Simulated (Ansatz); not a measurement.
InP (zinc blende)

```
InP
1.0
    0.00000     5.95953     5.95953
    2.97977     2.97977     5.95953
    2.97977     2.97977     0.00000
P In
2 2
Direct
  0.00000   0.75000   0.75000
  0.50000   0.75000   0.75000
  0.00000   0.00000   0.00000
  0.50000   0.00000   0.00000
```

A phonon eigenvector at X = (0.5, 0.5, 0.0) is frozen into this cell: atom i moves by Q times the vector below, so Q is the largest atomic displacement, in Å. The cell is held. (q is in reciprocal vectors of the primitive cell; the cell shown is doubled to hold the pattern.)

| atom | x | y | z |
|---|---|---|---|
| P1 | 0.000 | 0.000 | 1.000 |
| P2 | 0.000 | 0.000 | -1.000 |

Atoms not listed stay in place.

These are PBE (plane waves to 420 eV, PAW, scalar-relativistic; Ansatz, a first-principles code) values and carry that method's errors. k mesh 10×10×10 (Γ-centred), Fermi-Dirac smearing 0.05 eV. Energies are smeared free energies. InP was relaxed with its symmetry unable to fall. The zero of ΔE is the undisplaced structure.

| Q (Å) | ΔE (meV/cell) |
|---|---|
| -0.180 | 343 |
| -0.150 | 239 |
| -0.120 | withheld |
| -0.090 | 86 |
| -0.060 | 38 |
| -0.030 | 10 |
| 0.000 | 0 |
| 0.030 | 10 |
| 0.060 | 38 |
| 0.090 | 86 |
| 0.120 | withheld |
| 0.150 | 239 |
| 0.180 | 343 |

Q: Fit an even polynomial form (powers 2, 4) to the given rows and predict ΔE at Q = -0.120.

A: Least squares on the 11 given rows: ΔE = (10660)·Q² + (-2061)·Q⁴, in meV/cell with Q in Å; root-mean-square residual 0.3 meV/cell. At -0.120 the fit gives 153 meV/cell; the calculation gives 153 meV/cell, the same to the digits shown. The quadratic term alone would give 154 meV/cell.

(For displaced atoms, the force is minus the slope of the energy, and its curvature is a force constant, which sets phonon frequencies.)
